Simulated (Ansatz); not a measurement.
InSe:
```
InSe
1.0
    4.04333     0.00000     0.00000
   -2.02167     3.50163     0.00000
    0.00000     0.00000    17.43291
In Se
4 4
Cartesian
  0.00000   2.33442   5.75755
  2.02167   1.16721  11.67537
  2.02167   1.16721  14.47400
  0.00000   2.33442   2.95891
  0.00000   2.33442  10.41673
  2.02167   1.16721   7.01618
  2.02167   1.16721   1.70027
  0.00000   2.33442  15.73264
```

Relaxed with r²SCAN. Special points in fractions of this cell's reciprocal vectors: Γ (0.000, 0.000, 0.000); M (0.500, 0.000, 0.000); K (0.333, 0.333, 0.000); A (0.000, 0.000, 0.500); L (0.500, 0.000, 0.500); H (0.333, 0.333, 0.500).

Task: List the band energies nearest the valence-band maximum at these points for r²SCAN in the plane-wave PAW code Ansatz.

Result: In eV from the valence-band maximum; about four levels below and three above (degenerate sets whole), none deeper than 8.9 eV; points with the same levels are listed once.

```json
[
 {"k": "Γ", "below": "-1.20 -1.20 -1.20 -1.12 -1.12 0.00", "above": "0.95 1.90 2.62"},
 {"k": "M", "below": "-2.05 -2.05 -1.80 -1.36", "above": "1.71 1.74 2.21"},
 {"k": "K", "below": "-2.01 -2.01 -1.67 -1.67", "above": "2.01 2.40 2.91 2.91"},
 {"k": "A", "below": "-1.14 -1.14 -1.14 -1.14 -0.67 -0.67", "above": "1.52 1.52 2.63 2.63"},
 {"k": "L", "below": "-2.10 -2.10 -1.58 -1.58", "above": "1.92 1.92 2.05 2.05"},
 {"k": "H", "below": "-2.15 -2.15 -1.58 -1.58", "above": "2.19 2.19 2.84 2.84"}
]
```

Space group P6_3/mmc. The cell was relaxed with r²SCAN under the symmetry of its start. A crystal of weakly bound layers computed without a dispersion correction: the cell and the soft elastic constants depend strongly on that. Scalar-relativistic: spin–orbit coupling is off unless named, which matters more the heavier the elements.

Potentials: the earlier of the program's two PAW sets.
